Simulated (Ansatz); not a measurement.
Geometry optimisation in Ansatz: input, command and trajectory.

```yaml
crystal:
  lattice:
    - [5.7305650409, 0.0, 0.0]
    - [0.0, 5.7305650409, 0.0]
    - [0.0, 0.0, 5.7305650409]
  atoms:
    - { symbol: Sb, position: [0.0, 0.0, 0.0] }
    - { symbol: P, position: [0.5, 0.0, 0.0] }
    - { symbol: P, position: [0.0, 0.5, 0.0] }
    - { symbol: P, position: [0.0, 0.0, 0.5] }
    - { symbol: S, position: [0.235, 0.235, 0.235] }
    - { symbol: S, position: [0.235, 0.765, 0.765] }
    - { symbol: S, position: [0.765, 0.765, 0.235] }
    - { symbol: S, position: [0.765, 0.235, 0.765] }
basis:
  ecutwfc: 420
kpoints:
  mp_grid: { grid: [4, 4, 4] }
hamiltonian:
  xc: pbe
scf:
  occupations: { method: gaussian, width: 0.1 }
  lower_state_search: "off"
output:
  forces: true
  stress: true
  eigenvalues: true
relax:
  adjacent_minimum: "off"
  f_tol: 0.04
  max_steps: 70
  cell: { stress_tol: 0.4 }
```

```bash
ansatz run input.yaml --threads 1 --pin off --max-ram 2560MiB --backend cpu --events-out ev --progress --plain --runs-dir out
```

Theory: Ansatz, DFT PBE, scalar-relativistic, plane waves, PAW.

Of 5 frames 5 are shown, positions in Å and forces in eV/Å; the SCF threshold varies from step to step. Steps run on the plane waves of an earlier cell, with a Pulay correction in the pressure. The basis is chosen afresh for the last frame, the zero of the energies, and at times for earlier ones too; energy and pressure can step there, also at an unchanged geometry. Here that happened at step 5 (-4 meV/atom, 0.2 GPa); frames between the last choice of the basis and such a step carry an error that grows, as the cell changes, to that size.

```xyz
8
Lattice="5.7306 0.0000 0.0000 0.0000 5.7306 0.0000 0.0000 0.0000 5.7306" Properties=species:S:1:pos:R:3:forces:R:3 pbc="T T T" step=1 free_energy_over_end_meV_per_atom=317.19 pressure_GPa=16.43
Sb    0.0000    0.0000    0.0000    0.0000    0.0000    0.0000
P     2.8653    0.0000    0.0000    0.0000    0.0000    0.0000
P     0.0000    2.8653    0.0000    0.0000    0.0000    0.0000
P     0.0000    0.0000    2.8653    0.0000    0.0000    0.0000
S     1.3467    1.3467    1.3467    1.2801    1.2801    1.2801
S     1.3467    4.3839    4.3839    1.2801   -1.2801   -1.2801
S     4.3839    4.3839    1.3467   -1.2801   -1.2801    1.2801
S     4.3839    1.3467    4.3839   -1.2801    1.2801   -1.2801
8
Lattice="6.0152 0.0000 0.0000 0.0000 6.0152 0.0000 0.0000 0.0000 6.0152" Properties=species:S:1:pos:R:3:forces:R:3 pbc="T T T" step=2 free_energy_over_end_meV_per_atom=65.49 pressure_GPa=6.08
Sb    0.0000    0.0000    0.0000    0.0000    0.0000    0.0000
P     3.0076    0.0000    0.0000    0.0000    0.0000    0.0000
P     0.0000    3.0076    0.0000    0.0000    0.0000    0.0000
P     0.0000    0.0000    3.0076    0.0000    0.0000    0.0000
S     1.4155    1.4155    1.4155    0.4991    0.4991    0.4991
S     1.4155    4.5997    4.5997    0.4991   -0.4991   -0.4991
S     4.5997    4.5997    1.4155   -0.4991   -0.4991    0.4991
S     4.5997    1.4155    4.5997   -0.4991    0.4991   -0.4991
8
Lattice="6.2099 0.0000 0.0000 0.0000 6.2099 0.0000 0.0000 0.0000 6.2099" Properties=species:S:1:pos:R:3:forces:R:3 pbc="T T T" step=3 free_energy_over_end_meV_per_atom=8.41 pressure_GPa=0.90
Sb    0.0000    0.0000    0.0000    0.0000    0.0000    0.0000
P     3.1049    0.0000    0.0000    0.0000    0.0000    0.0000
P     0.0000    3.1049    0.0000    0.0000    0.0000    0.0000
P     0.0000    0.0000    3.1049    0.0000    0.0000    0.0000
S     1.4635    1.4635    1.4635   -0.0327   -0.0327   -0.0327
S     1.4635    4.7463    4.7463   -0.0327    0.0327    0.0327
S     4.7463    4.7463    1.4635    0.0327    0.0327   -0.0327
S     4.7463    1.4635    4.7463    0.0327   -0.0327    0.0327
8
Lattice="6.3012 0.0000 0.0000 0.0000 6.3012 0.0000 0.0000 0.0000 6.3012" Properties=species:S:1:pos:R:3:forces:R:3 pbc="T T T" step=4 free_energy_over_end_meV_per_atom=4.18 pressure_GPa=0.17
Sb    0.0000    0.0000    0.0000    0.0000    0.0000    0.0000
P     3.1506    0.0000    0.0000    0.0000    0.0000    0.0000
P     0.0000    3.1506    0.0000    0.0000    0.0000    0.0000
P     0.0000    0.0000    3.1506    0.0000    0.0000    0.0000
S     1.4539    1.4539    1.4539    0.0369    0.0369    0.0369
S     1.4539    4.8474    4.8474    0.0369   -0.0369   -0.0369
S     4.8474    4.8474    1.4539   -0.0369   -0.0369    0.0369
S     4.8474    1.4539    4.8474   -0.0369    0.0369   -0.0369
8
Lattice="6.3012 0.0000 0.0000 0.0000 6.3012 0.0000 0.0000 0.0000 6.3012" Properties=species:S:1:pos:R:3:forces:R:3 pbc="T T T" step=5 free_energy_over_end_meV_per_atom=0.00 pressure_GPa=0.37
Sb    0.0000    0.0000    0.0000    0.0000    0.0000    0.0000
P     3.1506    0.0000    0.0000    0.0000    0.0000    0.0000
P     0.0000    3.1506    0.0000    0.0000    0.0000    0.0000
P     0.0000    0.0000    3.1506    0.0000    0.0000    0.0000
S     1.4539    1.4539    1.4539    0.0356    0.0356    0.0356
S     1.4539    4.8474    4.8474    0.0356   -0.0356   -0.0356
S     4.8474    4.8474    1.4539   -0.0356   -0.0356    0.0356
S     4.8474    1.4539    4.8474   -0.0356    0.0356   -0.0356
```

The start puts this composition into another compound's structure type, which needn't suit it. The cell swells from 23.5 to 31.3 Å³ an atom, so the end can be far from any stable crystal. At the end the space group is P-43m (tolerance 0.05 Å).

Time: 34 s on 1 thread of Arm Neoverse V2, with other jobs on the host, peak memory 0.44 GiB.

The k mesh is coarse.